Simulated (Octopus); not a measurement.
Mo$_{3}$Ge (Pm-3n, No. 223): Octopus summary

Mo₃Ge (Pm-3n, No. 223):
```xyz
8
Lattice="4.9400 0.0000 0.0000 0.0000 4.9400 0.0000 0.0000 0.0000 4.9400" Properties=species:S:1:pos:R:3 pbc="T T T"
Ge     0.0000     0.0000     0.0000
Ge     2.4700     2.4700     2.4700
Mo     1.2350     0.0000     2.4700
Mo     3.7050     0.0000     2.4700
Mo     2.4700     3.7050     0.0000
Mo     2.4700     1.2350     0.0000
Mo     0.0000     2.4700     3.7050
Mo     0.0000     2.4700     1.2350
```
The cell is a database entry, not relaxed again.

All numbers are Octopus results at the level LDA (grid spacing about 0.16 Å, Γ-centred 6×6×6 k-mesh, Fermi-Dirac smearing of 0.1 eV, no spin polarisation; PseudoDojo 0.4 LDA potentials), not measurements. Spin-orbit coupling is left out.

Q: What band gap does LDA give on the standard high-symmetry path?

A: none: the highest band that would be full and the next one overlap by 2.3 eV.
